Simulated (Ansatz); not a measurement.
Mg3ZnO4:
```
CELL_PARAMETERS angstrom
      4.17477     0.00000     0.00000
      0.00000     4.17477     0.00000
      0.00000     0.00000     4.17477
ATOMIC_POSITIONS crystal
  Mg 0.00000 0.50000 0.50000
  Mg 0.50000 0.00000 0.50000
  Mg 0.50000 0.50000 0.00000
  Zn 0.00000 0.00000 0.00000
  O  0.50000 0.00000 0.00000
  O  0.00000 0.50000 0.00000
  O  0.00000 0.00000 0.50000
  O  0.50000 0.50000 0.50000
```

Relaxed with LDA.

Task: Which orbitals make up the states near the band edges in DFT-LDA in the program Ansatz with PAW potentials?

Result: Top 1 eV of the valence band: O 2p 76 %, Zn 3d 22 %. Bottom 1 eV of the conduction band: Zn 4s 41 %, O 2s 30 %, Mg 3s 17 %, O 2p 11 %. Projections are on Löwdin-orthogonalised atomic valence shells; empty p or d shells of many metals are not among them.

Task: Tabulate the density of states.

Result: States/eV per cell of 8 atoms, in 0.25 eV bins, energy from the valence-band maximum.

```csv
E (eV),total,O 2p,Zn 3d,Mg 3s
-7.35,0.00,0.00,0.00,0.00
-7.10,0.17,0.12,0.00,0.00
-6.85,0.51,0.33,0.03,0.00
-6.60,1.91,1.06,0.47,0.05
-6.35,4.80,2.22,1.95,0.21
-6.10,7.64,2.93,4.14,0.34
-5.85,8.45,3.35,4.59,0.30
-5.60,10.49,3.99,6.05,0.16
-5.35,4.89,1.14,3.59,0.03
-5.10,4.15,0.98,3.03,0.01
-4.85,3.42,1.55,1.62,0.06
-4.60,4.69,2.57,1.61,0.28
-4.35,8.60,4.33,3.35,0.61
-4.10,5.88,3.15,2.13,0.35
-3.85,3.67,2.10,1.14,0.21
-3.60,2.38,1.76,0.40,0.10
-3.35,4.92,3.56,0.92,0.16
-3.10,5.16,4.09,0.69,0.10
-2.85,4.09,3.49,0.34,0.08
-2.60,7.89,7.11,0.46,0.06
-2.35,9.70,8.86,0.46,0.04
-2.10,9.27,8.54,0.41,0.03
-1.85,8.85,8.28,0.36,0.01
-1.60,4.22,3.83,0.28,0.00
-1.35,3.05,2.75,0.23,0.00
-1.10,2.10,1.73,0.31,0.00
-0.85,1.54,1.18,0.31,0.00
-0.60,1.37,1.03,0.30,0.00
-0.35,1.25,0.94,0.29,0.00
-0.10,0.91,0.68,0.21,0.00
0.15,0.00,0.00,0.00,0.00
0.40,0.00,0.00,0.00,0.00
0.65,0.00,0.00,0.00,0.00
0.90,0.00,0.00,0.00,0.00
1.15,0.00,0.00,0.00,0.00
1.40,0.00,0.00,0.00,0.00
1.65,0.00,0.00,0.00,0.00
1.90,0.00,0.00,0.00,0.00
2.15,0.00,0.00,0.00,0.00
2.40,0.00,0.00,0.00,0.00
2.65,0.02,0.00,0.00,0.00
2.90,0.06,0.00,0.00,0.01
3.15,0.08,0.01,0.00,0.01
3.40,0.12,0.02,0.00,0.02
3.65,0.16,0.02,0.00,0.03
3.90,0.19,0.03,0.00,0.03
4.15,0.23,0.04,0.00,0.04
4.40,0.28,0.06,0.00,0.05
4.65,0.34,0.07,0.00,0.06
4.90,0.41,0.09,0.00,0.07
5.15,0.48,0.11,0.00,0.09
5.40,0.61,0.14,0.00,0.11
5.65,0.84,0.20,0.00,0.15
5.90,0.98,0.23,0.00,0.18
6.15,1.15,0.23,0.00,0.22
6.40,1.37,0.19,0.00,0.24
6.65,0.97,0.12,0.00,0.19
6.90,1.07,0.10,0.00,0.25
7.15,2.14,0.26,0.00,0.78
```

Space group Pm-3m. The first step of the workflow began from a Materials Project structure, measured or hypothetical; the Crystallography Open Database copy checked does not list it. With Mg and Zn taken as one species the cell has the higher symmetry Fm-3m, so it may be an ordered model of a mixed-site phase. Its standing as an ambient phase is unchecked. The LDA relaxation kept the symmetry of its start; phonons on a q-mesh show no instability.

Potentials: the later of the program's two PAW sets.
